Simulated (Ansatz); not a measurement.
A geometry of Pt away from equilibrium: step 2 of the relaxation of a relaxed Pt cell, doubled along one cell vector, shaken by Gaussian noise of σ = 0.08 Å a coordinate. Level of theory: PBE (plane waves to 420 eV, PAW, scalar-relativistic; Ansatz, a first-principles code). Γ-centred k-mesh 5×9×9 on the run's cell (coarser than for final values), Fermi–Dirac smearing 0.05 eV.

```xyz
8
Lattice="-5.0775 5.0776 5.0973 2.5419 -2.5547 2.5678 2.5500 2.5660 -2.5646" Properties=species:S:1:pos:R:3:forces:R:3 pbc="T T T" free_energy=-100195.879 pressure_GPa=5.2
Pt     1.4447     1.5072     1.4982    0.9194    0.7773    0.7962
Pt    -1.0461     4.0573     4.0495    0.9737    0.6246    0.7334
Pt     0.9039     1.0394    -1.0005    0.0131   -0.2179   -0.8642
Pt    -1.5459     3.5550     1.5734   -0.1999   -0.0734   -1.0676
Pt     0.8888    -0.9741     1.0149    0.3081   -1.0232   -0.0642
Pt    -1.5789     1.5570     3.5527    0.3046   -0.8573    0.0026
Pt    -1.0348     0.9695     0.9699   -1.0481    0.6254    0.3931
Pt    -3.4996     3.5522     3.5542   -1.2709    0.1446    0.0706
```

Positions in Å, forces in eV/Å, free energy of the cell in eV (comparable only within this code, potentials and settings). Largest force: 1.44 eV/Å, on Pt1 (atoms numbered as listed); the geometry lies 0.22 eV/atom above the end of its relaxation.

No spin polarisation in the result.

The end of the path is a generated cell of Pt: the first start was made by a random draw of sites in a space group, and the end was not matched to a known phase here, so it may be hypothetical. Known forms of Pt include space group No. 225.
